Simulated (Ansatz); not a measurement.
**Bi2Te3: field gradients at two levels of theory**

Cell: a Materials Project structure (computed, not necessarily an observed phase), its atoms then relaxed with PBE in this cell.

```
Bi Te
1.0
     2.20907    1.27540   10.75243
    -2.20907    1.27540   10.75243
     0.00000   -2.55081   10.75243
Bi Te
2 3
Direct
  0.60262 0.60262 0.60262
  0.39738 0.39738 0.39738
  0.78444 0.78444 0.78444
  0.00000 0.00000 0.00000
  0.21556 0.21556 0.21556
```

Atom numbers follow the list; atoms alike are taken as one site, whose name carries the number of the first.

First run. Computed with Ansatz: DFT, PBE, plane waves and PAW, scalar-relativistic, 420 eV cutoff, Γ-centred 9×9×9 k-points, Fermi–Dirac smearing 0.01 eV.

| site | atom | V_zz (10²¹ V/m²) | η |
| --- | --- | --- | --- |
| Bi | 1 | 2.03 | 0.00 |
| Te3 | 3 | -3.22 | 0.00 |
| Te4 | 4 | 10.85 | 0.00 |

Second run. The same atoms and settings, except that the functional is r2SCAN and the cutoff is 500 eV.

Question: What does the second run give?

Answer: 

```
site  atom   V_zz     η  change of V_zz
  Bi     1   2.64  0.00           +0.61
 Te3     3  -4.19  0.00           -0.97
 Te4     4  10.92  0.00           +0.07
```

The largest change of V_zz is on Te3, from -3.22 to -4.19. In per cent, |V_zz| changes by +30 on Bi, +1 to +30 on Te (all sites that start above 0.5).

Spin–orbit coupling is left out, which shifts gradients on Bi by a few per cent in wide-gap crystals, and can shift them far more where the calculated gap is small or absent, as here.
